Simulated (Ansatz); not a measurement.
Cd₂TeSe:
```yaml
crystal:
  lattice:
    - [4.44328, 0.00000, 0.00000]
    - [-2.22164, 3.84799, 0.00000]
    - [0.00000, 0.00000, 7.27154]
  atoms:
    - { symbol: Cd, position: [0.66667, 0.33333, 0.48358] }
    - { symbol: Cd, position: [0.00000, 0.00000, 0.01495] }
    - { symbol: Te, position: [0.00000, 0.00000, 0.62801] }
    - { symbol: Se, position: [0.66667, 0.33333, 0.12147] }
```

Relaxed with PBEsol. Special points in fractions of this cell's reciprocal vectors: Γ (0.000, 0.000, 0.000); M (0.500, 0.000, 0.000); K (0.333, 0.333, 0.000); A (0.000, 0.000, 0.500); L (0.500, 0.000, 0.500); H (0.333, 0.333, 0.500).

Task: List the band energies nearest the Fermi level at these points for DFT-PBEsol with spin–orbit coupling in the program Ansatz with PAW potentials.

Result: In eV from the Fermi level; about four levels below and three above (degenerate sets whole), none deeper than 8.9 eV; points with the same levels are listed once.

```json
[
 {"k": "Γ", "below": "-0.23 -0.23 -0.04 -0.04", "above": "0.03 0.03 1.69 1.69"},
 {"k": "M", "below": "-1.87 -1.87 -1.05 -1.05", "above": "2.20 2.20 2.53 2.53"},
 {"k": "K", "below": "-2.43 -2.25 -2.05 -2.02", "above": "3.20 3.20 3.58"},
 {"k": "A", "below": "-0.70 -0.70 -0.13 -0.13", "above": "1.26 1.26 2.23 2.23"},
 {"k": "L", "below": "-1.75 -1.75 -1.35 -1.35", "above": "1.89 1.89 2.22 2.22"},
 {"k": "H", "below": "-1.84 -1.71 -1.42 -1.34", "above": "2.58 2.69 2.90"}
]
```

Space group P3m1. The workflow started from a Materials Project entry (that database holds measured and hypothetical structures alike); the Crystallography Open Database copy checked does not list it. Its standing as an ambient phase is unchecked. The cell was relaxed with PBEsol under the symmetry of its start; of distortions, only those at the zone centre were tested.

Potentials: the later of the program's two PAW sets.
